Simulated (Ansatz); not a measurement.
All numbers below come from DFT PBE, scalar-relativistic, plane waves, PAW (Ansatz). All cells share a 420 eV cutoff and Γ-centred k meshes spaced at most about 0.3 Å⁻¹ (about 0.25 or finer for metals, 2π included). No spin polarisation in the final relaxations.

Each of these unrelaxed guesses is relaxed in cell and atoms within its symmetry. A guess keeps its type if space group and coordination stay and the shape of the cell changes little (axis ratios within about 15 %, angles within 6°); the volume may change.

1. CaLa3

Space group Fm-3m (No. 225). a = 8.417 Å, b = 8.417 Å, c = 8.417 Å, α = 90.00°, β = 90.00°, γ = 90.00°
| atom | site | symmetry | x | y | z |
| --- | --- | --- | --- | --- | --- |
| Ca | 4a | m-3m | 0.0000 | 0.0000 | 0.0000 |
| La | 4b | m-3m | 0.5000 | 0.0000 | 0.0000 |
| La | 8c | -43m | 0.2500 | 0.7500 | 0.7500 |

2. ReBPt

Space group P-6m2 (No. 187). a = 3.762 Å, b = 3.762 Å, c = 3.302 Å, α = 90.00°, β = 90.00°, γ = 120.00°
```csv
atom,site,symmetry,x,y,z
Re,1b,-6m2,0.0000,0.0000,0.5000
B,1d,-6m2,0.3333,0.6667,0.5000
Pt,1e,-6m2,0.6667,0.3333,0.0000
```

3. K2SiB2

Space group I4/mmm (No. 139). a = 4.241 Å, b = 4.241 Å, c = 10.742 Å, α = 90.00°, β = 90.00°, γ = 90.00°
```
atom  site  symmetry       x       y       z
   K    4e       4mm  0.0000  0.0000  0.3738
  Si    2a     4/mmm  0.0000  0.0000  0.0000
   B    4d      -4m2  0.0000  0.5000  0.2500
```

Question: Which keep their type?

Answer: Guesses 1 and 2 keep their type.

| guess | kept | start group | end group | V start (Å³/atom) | V end | b/a and c/a, end over start | nearest neighbours start | nearest neighbours end |
| --- | --- | --- | --- | --- | --- | --- | --- | --- |
| 1 | yes | Fm-3m | Fm-3m | 37.3 | 38.8 | 1.00, 1.00 | Ca 8, La 8 | Ca 8, La 8 |
| 2 | yes | P-6m2 | P-6m2 | 13.5 | 13.2 | 1.00, 0.98 | B 3, Pt 12, Re 3 | B 3, Pt 12, Re 3 |
| 3 | no | I4/mmm | I4/mmm | 19.3 | 17.4 | 1.00, 3.06 | B 4, K 5, Si 16 | B 4, K 8, Si 4 |

Neighbours count within 15 % of an atom's shortest distance; end groups are read at 0.02 Å (0.05 Å in metals).

Spin–orbit coupling, which can matter for Pt and Re, is left out. A magnetic state wasn't ruled out in cells without spin, among them CaLa3 Fm-3m. Cells relaxed within their symmetry can be saddle points; a later kick test found a lower structure for ReBPt P-6m2.
